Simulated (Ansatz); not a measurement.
**What internal relaxation does to the elastic constants of B6As**

These are results of DFT LDA, scalar-relativistic, plane waves, PAW in Ansatz, not measurements. Settings: 420 eV plane-wave cutoff, Γ-centred 6×6×6 mesh, fixed occupations. No spin polarisation.

Relaxed structure:
```
CELL_PARAMETERS angstrom
3.03876 1.75443 3.91631
-3.03876 1.75443 3.91631
0.00000 -3.50886 3.91631
ATOMIC_POSITIONS crystal
B 0.01560 0.01560 0.32436
B 0.01560 0.32436 0.01560
B 0.82188 0.27250 0.82188
B 0.82188 0.82188 0.27250
B 0.27250 0.82188 0.82188
B 0.72750 0.17812 0.17812
B 0.17812 0.72750 0.17812
B 0.17812 0.17812 0.72750
B 0.98440 0.67564 0.98440
B 0.98440 0.98440 0.67564
B 0.67564 0.98440 0.98440
B 0.32436 0.01560 0.01560
As 0.60086 0.60086 0.60086
As 0.39914 0.39914 0.39914
```

Clamped-ion constants (GPa, Voigt order; atoms follow the strain homogeneously):
C11 = 536.5, C12 = 61.8, C13 = 49.8, C14 = -10.7, C22 = 536.5, C23 = 49.8, C24 = 10.7, C33 = 479.7, C44 = 219.7, C55 = 219.7, C56 = -10.7, C66 = 237.3 GPa; the others vanish.

What are the constants once the atoms relax in each strained cell?

## Answers

C11 = 459.5, C12 = 104.2, C13 = 70.5, C14 = -4.2, C22 = 459.5, C23 = 70.5, C24 = 4.2, C33 = 376.4, C44 = 181.7, C55 = 181.7, C56 = -4.2, C66 = 177.7 GPa; the others vanish.
The Voigt shear modulus goes from 228.1 to 178.2 GPa and the Voigt bulk modulus from 208.4 to 198.4 GPa. Relaxation subtracts ΛᵀK⁻¹Λ/V, with Λ the forces that a strain puts on the atoms and K the zone-centre force constants. At a stable cell this can only lower the diagonal constants, and it acts only for strains that share their symmetry with an optical mode; elsewhere, and where the coupling is weak, the constants hardly move.